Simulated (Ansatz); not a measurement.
Relaxed SiC (wurtzite):

```yaml
crystal:
  lattice:
    - [3.07590, 0.00000, 0.00000]
    - [-1.53795, 2.66381, 0.00000]
    - [0.00000, 0.00000, 5.04769]
  atoms:
    - { symbol: Si, position: [0.66667, 0.33333, 0.00051] }
    - { symbol: Si, position: [0.33333, 0.66667, 0.50051] }
    - { symbol: C, position: [0.66667, 0.33333, 0.62469] }
    - { symbol: C, position: [0.33333, 0.66667, 0.12469] }
```

Computed with PBEsol (plane waves to 420 eV, PAW, scalar-relativistic; Ansatz, a first-principles code). k mesh 10×10×5 (Γ-centred), Fermi-Dirac smearing 0.05 eV. SiC was relaxed with its symmetry unable to fall.

One atom of the cell was then moved (with its periodic images), all else fixed, and the forces (eV/Å) came out as:

| atom | Fx | Fy | Fz |
|---|---|---|---|
| Si1 | 1.767 | 2.866 | -0.620 |
| Si2 | -0.070 | -0.084 | -0.047 |
| C3 | -0.294 | -0.292 | 0.092 |
| C4 | -1.403 | -2.491 | 0.574 |

Task: Which atom was moved, and by which vector (Å)?

Result: Si1, by (-0.14, -0.14, 0.00), 0.20 Å in all.

(For displaced atoms, the force is minus the slope of the energy, and its curvature is a force constant, which sets phonon frequencies.)
